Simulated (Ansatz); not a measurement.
## EuCo in Ansatz, relaxation

Launch command:

```bash
ansatz run input.yaml --threads 2 --pin off --max-ram 4096MiB --backend cpu --events-out ev --progress --plain --runs-dir out
```

Input:

```yaml
crystal:
  lattice:
    - [7.34248991, 0.0, 0.0]
    - [0.0, 4.74819966, 0.0]
    - [0.0, 0.0, 5.90968217]
  atoms:
    - { symbol: Co, position: [0.0447, 0.25, 0.651] }
    - { symbol: Co, position: [0.4553, 0.75, 0.151] }
    - { symbol: Co, position: [0.5447, 0.25, 0.849] }
    - { symbol: Co, position: [0.9553, 0.75, 0.349] }
    - { symbol: Eu, position: [0.1795, 0.25, 0.1413] }
    - { symbol: Eu, position: [0.3205, 0.75, 0.6413] }
    - { symbol: Eu, position: [0.6795, 0.25, 0.3587] }
    - { symbol: Eu, position: [0.8205, 0.75, 0.8587] }
  symmetry: { detect: false, time_reversal: true }
kpoints:
  mp_grid: { grid: [3, 5, 4], shift: [0, 0, 0] }
magnetization:
  spin_polarized: true
scf:
  occupations: { method: fermi_dirac }
  lower_state_search: "off"
hamiltonian:
  pseudopotentials: { kind: paw }
  xc: pbe
basis:
  ecutwfc: 420
  fft_grid_basis: typed
relax:
  max_steps: 40
  cell: { p_target: 0.0 }
output:
  forces: true
  stress: true
  eigenvalues: true
  bader: true
  populations: true
  elf: true
  write_potential: true
  volumetric_format: npy
  dos:
    e_range: [-12, 8]
    de: 0.05
    projected: { site_lists: { Co: [Co], Eu: [Eu] } }
  write_density: true
checkpoint:
  read: saved_state
```

Origin of the cell: a known structure type with other elements, at an estimated volume, so it need not be a known compound.

The smearing width isn't typed, so it takes its default of 0.1 eV.

The saved state is a converged single point of the same cell. Its moments changed on the way.

The program first moved the atoms by about 0.01 Å at random, to leave a saddle point that the symmetry would hold.

Steps («new basis» is an SCF on plane waves selected anew at the same cell):

| step | ΔF (meV/atom) | max force component (eV/Å) | P (GPa) | volume (Å³) | SCF iterations | step was |
| --- | --- | --- | --- | --- | --- | --- |
| 1 | 0.0 | 0.574 | -5.90 | 206.03 | 22 | accepted |
| 2 | -112.8 | 0.637 | -2.78 | 184.81 | 28 | accepted |
| 3 | -197.5 | 0.600 | 1.02 | 173.13 | 28 | accepted |
| 4 | -269.9 | 0.252 | 4.35 | 170.92 | 28 | accepted |
| 5 | -297.5 | 0.328 | 1.64 | 180.16 | 25 | accepted |
| 6 | -303.6 | 0.034 | 0.45 | 182.10 | 22 | accepted |
| 7 | -304.3 | 0.005 | -0.04 | 183.62 | 15 | accepted |
| 8 | -304.3 | 0.002 | -0.01 | 183.31 | 18 | accepted |
| 9 | -304.2 | 0.002 | 0.08 | 183.31 | 24 | new basis |
| 10 | -304.4 | 0.002 | 0.01 | 183.50 | 14 | accepted |
| 11 | -304.4 | 0.002 | 0.01 | 183.50 | 19 | new basis |

Step 1, with forces in eV/Å:

```xyz
8
Lattice="7.342 0.000 0.000 0.000 4.748 0.000 0.000 0.000 5.910" Properties=species:S:1:pos:R:3:forces:R:3 pbc="T T T" step=1
Co    0.329    1.177    3.845   -0.298    0.005   -0.571
Co    3.345    3.570    0.897    0.287   -0.007   -0.574
Co    3.995    1.195    5.021   -0.293   -0.004    0.559
Co    7.016    3.568    2.070    0.286    0.016    0.568
Eu    1.324    1.191    0.842    0.072    0.004    0.081
Eu    2.352    3.571    3.788   -0.103   -0.020    0.117
Eu    4.981    1.188    2.115    0.127    0.017   -0.082
Eu    6.017    3.568    5.075   -0.079   -0.012   -0.097
```

Step 2, with forces in eV/Å:

```xyz
8
Lattice="7.172 0.000 0.001 0.000 4.514 -0.002 0.001 -0.002 5.709" Properties=species:S:1:pos:R:3:forces:R:3 pbc="T T T" step=2
Co    0.274    1.120    3.640   -0.242   -0.007   -0.629
Co    3.313    3.392    0.793    0.231   -0.005   -0.637
Co    3.857    1.132    4.922   -0.233   -0.001    0.627
Co    6.899    3.392    2.070    0.235    0.019    0.626
Eu    1.295    1.133    0.801    0.034    0.000    0.026
Eu    2.288    3.388    3.657   -0.024   -0.007    0.025
Eu    4.880    1.132    2.052    0.033    0.004   -0.012
Eu    5.874    3.387    4.908   -0.033   -0.003   -0.024
```

Step 3, with forces in eV/Å:

```xyz
8
Lattice="7.197 -0.002 -0.001 -0.001 4.282 -0.004 -0.001 -0.004 5.618" Properties=species:S:1:pos:R:3:forces:R:3 pbc="T T T" step=3
Co    0.219    1.060    3.443   -0.141    0.007   -0.594
Co    3.375    3.216    0.636    0.141   -0.006   -0.600
Co    3.816    1.071    4.984   -0.139    0.003    0.597
Co    6.974    3.219    2.174    0.142   -0.002    0.595
Eu    1.294    1.075    0.763   -0.060    0.000   -0.155
Eu    2.303    3.210    3.570    0.050   -0.002   -0.150
Eu    4.891    1.074    2.048   -0.053    0.001    0.148
Eu    5.898    3.209    4.853    0.060   -0.001    0.159
```

Step 4, with forces in eV/Å:

```xyz
8
Lattice="7.450 -0.002 0.000 -0.001 4.058 -0.004 0.000 -0.005 5.654" Properties=species:S:1:pos:R:3:forces:R:3 pbc="T T T" step=4
Co    0.176    1.006    3.285    0.110    0.137    0.102
Co    3.544    3.046    0.459   -0.101    0.019    0.085
Co    3.901    1.015    5.196    0.105   -0.021   -0.082
Co    7.270    3.050    2.368   -0.104   -0.135   -0.100
Eu    1.312    1.018    0.697   -0.025    0.001   -0.227
Eu    2.407    3.042    3.526    0.032    0.001   -0.252
Eu    5.040    1.017    2.129   -0.042   -0.002    0.241
Eu    6.133    3.040    4.956    0.026    0.000    0.232
```

Step 5, with forces in eV/Å:

```xyz
8
Lattice="7.804 0.000 -0.003 0.000 4.021 0.002 -0.003 0.002 5.741" Properties=species:S:1:pos:R:3:forces:R:3 pbc="T T T" step=5
Co    0.182    1.018    3.287    0.131   -0.164    0.315
Co    3.716    3.020    0.414   -0.132   -0.022    0.327
Co    4.082    1.011    5.330    0.132    0.021   -0.328
Co    7.617    3.013    2.456   -0.134    0.163   -0.314
Eu    1.379    1.008    0.647    0.015    0.002   -0.085
Eu    2.521    3.022    3.512   -0.028   -0.002   -0.042
Eu    5.276    1.008    2.232    0.031    0.002    0.042
Eu    6.419    3.022    5.096   -0.014   -0.001    0.085
```

Step 6, with forces in eV/Å:

```xyz
8
Lattice="7.970 0.000 0.000 0.000 3.975 0.000 0.000 0.000 5.748" Properties=species:S:1:pos:R:3:forces:R:3 pbc="T T T" step=6
Co    0.197    0.998    3.339    0.027    0.000    0.007
Co    3.785    2.985    0.465   -0.028   -0.001    0.006
Co    4.181    0.997    5.286    0.028    0.001   -0.006
Co    7.770    2.985    2.412   -0.027    0.000   -0.006
Eu    1.423    0.997    0.628   -0.034    0.000   -0.001
Eu    2.559    2.985    3.502    0.033    0.000   -0.001
Eu    5.407    0.997    2.249   -0.033    0.000    0.001
Eu    6.544    2.985    5.123    0.034    0.000    0.001
```

Step 11, with forces in eV/Å:

```xyz
8
Lattice="8.020 0.000 0.000 0.000 4.014 0.000 0.000 0.000 5.700" Properties=species:S:1:pos:R:3:forces:R:3 pbc="T T T" step=11
Co    0.202    1.007    3.302    0.000    0.001    0.001
Co    3.805    3.014    0.452    0.000    0.000    0.001
Co    4.213    1.007    5.252    0.000    0.000   -0.001
Co    7.815    3.014    2.402    0.000   -0.001   -0.001
Eu    1.426    1.007    0.610    0.000    0.000   -0.002
Eu    2.581    3.014    3.460    0.000    0.000   -0.002
Eu    5.436    1.007    2.244    0.000    0.000    0.002
Eu    6.591    3.014    5.094    0.000    0.000    0.002
```

| Quantity | Value |
| --- | --- |
| Free energy lowered by | 304.4 meV/atom |
| Volume change | -10.93 % |
| Final pressure | 0.01 GPa |
| Relaxation steps listed | 11 |
| Site moments at the end (small spheres, which read low) | Co1 -1.3, Co2 -1.3, Co3 -1.3, Co4 -1.3, Eu5 +6.7, Eu6 +6.7, Eu7 +6.7, Eu8 +6.7 μB |
| Total moment | 23.97 μB |

Caveats: f shells without a U or exact exchange are poorly placed; no spin-orbit coupling, though heavy elements are present; the displaced walk ended near the symmetry of the start; the k mesh is coarse if the cell is a metal; the magnetic state was chosen at the start cell and may not be the lowest after relaxing; the program displaced the start to leave a saddle point.

The run took 33 min on 2 threads of Intel(R) Xeon(R) Platinum 8259CL CPU @ 2.50GHz (Skylake/Cascade Lake) (shared host), peak memory 1.4 GiB, from a saved density.
